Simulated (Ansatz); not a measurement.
Consider the following.

KMgF₃:
```
CELL_PARAMETERS angstrom
      3.99129     0.00000     0.00000
      0.00000     3.99129     0.00000
      0.00000     0.00000     3.99129
ATOMIC_POSITIONS crystal
  K  0.50000 0.50000 0.50000
  Mg 0.00000 0.00000 0.00000
  F  0.50000 0.00000 0.00000
  F  0.00000 0.50000 0.00000
  F  0.00000 0.00000 0.50000
```

This is the PBEsol-relaxed structure.

Problem. All from PBEsol in the plane-wave PAW code Ansatz, unless another level is named. Give the HSE06 gap on the PBEsol cell.

Solution. 9.54 eV.

Problem. Give the band gap.

Solution. 7.12 eV (indirect).

Problem. Next, the valence-band maximum?

Solution. at R.

Space group Pm-3m (cubic perovskite). The PBEsol relaxation kept the symmetry of its start; of distortions, only those at the zone centre were tested.

Potentials: the later of the program's two PAW sets.
